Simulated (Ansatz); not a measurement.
MgTe in space group P6_3mc (No. 186; Mg on 2a, Mg on 2b, Te on 2a, Te on 2b), LDA in the plane-wave PAW code Ansatz. The conduction-band minimum lies at Γ, with 1 equivalent valley. Second derivatives d²E/dk² of the lowest band at one valley (eV·Å²), along Cartesian directions:

```tsv
direction	d²E/dk²
[100]	46.11
[010]	46.11
[001]	48.50
[110]	46.11
[101]	47.32
[011]	47.32
```

Find the principal effective masses, the density-of-states mass and the conductivity mass.

Off-diagonal terms follow from H_xy = H[110] − (H_xx + H_yy)/2, and m*/mₑ = 7.620 eV·Å² over each eigenvalue: 0.16, 0.17, 0.17. One valley's DOS mass (m₁m₂m₃)^(1/3) = 0.16, conductivity mass 3/(Σ 1/mᵢ) = 0.16 mₑ.

What effective density of states Nc follows at 300 K for parabolic valleys?

Nc = 2.509e19 × 1 × (0.16)^(3/2) ≈ 1.6e18 cm⁻³.

A made-up cell: these elements were put on the sites of a structure type; the Crystallography Open Database files this formula in space group No. 186, but the cells were not matched. Whether it is the stable phase at ambient conditions was not checked. Symmetry was held in the LDA relaxation; whether a distortion lowers the energy is not shown. Scalar-relativistic: spin–orbit coupling is off unless named, which matters more the heavier the elements.

Potentials: the later of the program's two PAW sets.

Edges and masses are those of Kohn–Sham bands, whose gap is no quasiparticle gap.
